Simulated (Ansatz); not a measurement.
Input for Ansatz (plane-wave DFT, PAW):

```yaml
crystal:
  lattice:
    - [3.56, 0.0, 0.0]
    - [0.0, 3.56, 0.0]
    - [0.0, 0.0, 3.56]
  atoms:
    - { symbol: "Y", position: [0.0, 0.0, 0.0] }
    - { symbol: Zn, position: [0.5, 0.5, 0.5] }
basis:
  ecutwfc: 500
kpoints:
  mp_grid: { grid: [12, 12, 12] }
hamiltonian:
  xc: r2scan
scf:
  occupations: { method: gaussian, width: 0.1 }
output:
  forces: true
  stress: true
  eigenvalues: true
  populations: true
```

Run as
```bash
ansatz run input.yaml --threads 1 --pin off --max-ram 2560MiB --backend cpu --events-out ev --progress --plain --runs-dir out
```

All numbers below come from Ansatz 0.2.0, DFT r2SCAN, scalar-relativistic, plane waves, PAW.

Abridged output (final results; tables in files aren't shown):

```
SCF 1 converged in 7 iterations: F = -7186.194889 eV  dr2 = 1.97e-9
SCF converged after 7 iterations
Free energy (F): -7186.194889 eV
Harris-Foulkes:  -7186.194889 eV  (|F-HF|=1.96e-10)
Internal energy: -7186.186861 eV  (E = F + TS)
E sigma→0 (E₀):  -7186.190875 eV
Entropy (-TS):   -0.008028 eV (-4.014 meV/atom)
Fermi energy:    10.512096 eV
--- Per-component energies (eV) ---
  E_band       = -73.608068
  E_kinetic    = 435.301194
  E_local      = -2251.008638  (includes V_loc(G=0)·N_el)
  E_nonlocal   = 660.668371
  E_hartree    = 896.473992
  E_xc         = -293.074714
  E_vxc        = -277.602431  (∫ρ·V_xc dr)
  E_paw        = -4685.414738  (= ΣΔE_a)
  E_vpaw       = -449.389441  (= ΣTr[D̂ρ^β])
  E_aug_tail   = -0.000060  (compensation charges beyond the density's cutoff)
  E_vtau       = 15.474312  (kinetic-family band-sum trace: ∫τ·v_τ [+ j·A + Jᵃ·Aᵃ] dr)
  E_ewald      = -1948.795695
  E_core_change = -0.336572  (= ΣΔE_core)
  E_smearing   = -0.008028  (= −TS)
--- Forces (eV/Å), atoms counted from 1 ---
  atom   1  Y      0.00000000     0.00000000     0.00000000
  atom   2  Zn     0.00000000     0.00000000     0.00000000
--- Stress (GPa, compression-positive) ---
        0.255367       0.000000       0.000000
        0.000000       0.255367       0.000000
        0.000000       0.000000       0.255367
  P = ⅓ Tr σ = 0.2554 GPa (2.554 kbar)
--- Band table (eV; the first three rows and the last of 84) ---
  k-point 0: bands = ["-33.8279", "-13.0134", "-13.0134", "-13.0134", "3.0590", "3.1688", "3.1688", "3.3976", "3.3976", "3.3976", "10.5918", "10.5918", "15.0881", "15.0881", "15.0881", "15.4266"]
  k-point 1: bands = ["-33.8262", "-13.0383", "-13.0113", "-13.0113", "3.1604", "3.1736", "3.1893", "3.3951", "3.3951", "3.3990", "10.5558", "10.6212", "14.3592", "14.3592", "15.0966", "15.1035"]
  k-point 2: bands = ["-33.8215", "-13.1055", "-13.0054", "-13.0054", "3.1865", "3.2139", "3.3884", "3.3884", "3.4029", "3.4912", "10.3271", "10.7045", "13.5857", "13.5857", "14.6325", "15.1199"]
  k-point 83: bands = ["-33.7530", "-13.2653", "-13.2653", "-13.2653", "3.2906", "3.2906", "3.2906", "3.5341", "3.5341", "8.4564", "8.4564", "8.4564", "10.1209", "16.0394", "16.0394", "16.0394"]
--- Löwdin populations: 2 sites ---
  site symbol q [e]
     0      Y     11.4440
     1     Zn     11.0219
  spilling = 0.023220 (of n_electrons = 23.000000)
```

The run converged.

It took 9.9 s on 1 thread of Arm Neoverse V2, with other jobs on the host, peak memory 0.43 GiB.